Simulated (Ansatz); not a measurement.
PtC:
```
PtC
1.0
    0.00000     2.22365     2.22365
    2.22365     0.00000     2.22365
    2.22365     2.22365     0.00000
Pt C
1 1
Direct
  0.00000   0.00000   0.00000
  0.50000   0.50000   0.50000
```

This is the r²SCAN-relaxed structure.

All from plane-wave PAW r²SCAN (Ansatz code), unless another level is named. Estimate the electronic character.

metallic (no gap).

Next, the formation energy from the elements (no fitted shifts)?

1.45 eV/atom.

Give the density of states at the Fermi level.

0.49 states/eV per atom (mean over ±0.08 eV).

Predict the gap with spin–orbit coupling.

none (metallic).

Space group Fm-3m (rock salt). The start of the workflow was typed in or built on a structure type; neither database checked (COD, Materials Project) lists it. Whether it is the stable phase at ambient conditions was not checked. The cell was relaxed with r²SCAN under the symmetry of its start; whether a distortion lowers the energy is not shown. The run is not spin-polarised. Its formation energy is positive at this level, so the cell may be metastable or incomplete. The references are the lowest solids computed at this level, not always the standard phases. Spin–orbit coupling is left out wherever it is not named.

Potentials: the earlier of the program's two PAW sets.
